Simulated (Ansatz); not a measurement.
# Clamped-ion strain scan in Rh

Level of theory: Ansatz, DFT PBEsol, scalar-relativistic, plane waves, PAW. Cutoff 420 eV, Γ-centred 28×28×28 k-points, Gaussian smearing of 0.15 eV. No spin polarisation. Energies are free energies at this smearing, counted from the undisturbed cell; pressure is positive in compression.

The undisturbed cell (relaxed at this level; with this scan's settings it stands at 0.1 GPa):

```
Rh
1.0
     0.00000    1.89000    1.89000
     1.89000    0.00000    1.89000
     1.89000    1.89000    0.00000
Rh
1
Direct
  0.00000 0.00000 0.00000
```

The cell is strained by ε times the Voigt pattern (1, 0, 0, 0, 0, 0) (xx, yy, zz, yz, xz, xy; engineering shear) with fractional coordinates fixed. The cell is metallic on the mesh throughout.

| ε | ΔE (meV/atom) | stress summed along the pattern (GPa, tension positive) | pressure (GPa) |
| --- | --- | --- | --- |
| -0.1000 | ? | ? | 42.6 |
| -0.0500 | 55.4 | -27.54 | 17.8 |
| 0.0000 | 0.0 | -0.07 | 0.1 |
| 0.0250 | 11.6 | 10.78 | -6.7 |
| 0.0750 | 94.2 | 27.32 | -16.9 |
| 0.1000 | 158.3 | 33.28 | -20.6 |

(1) Give the withheld values.

Results:

(1) ΔE (meV/atom) at ε = -0.1000: 243.9; stress summed along the pattern (GPa, tension positive) at ε = -0.1000: -63.37.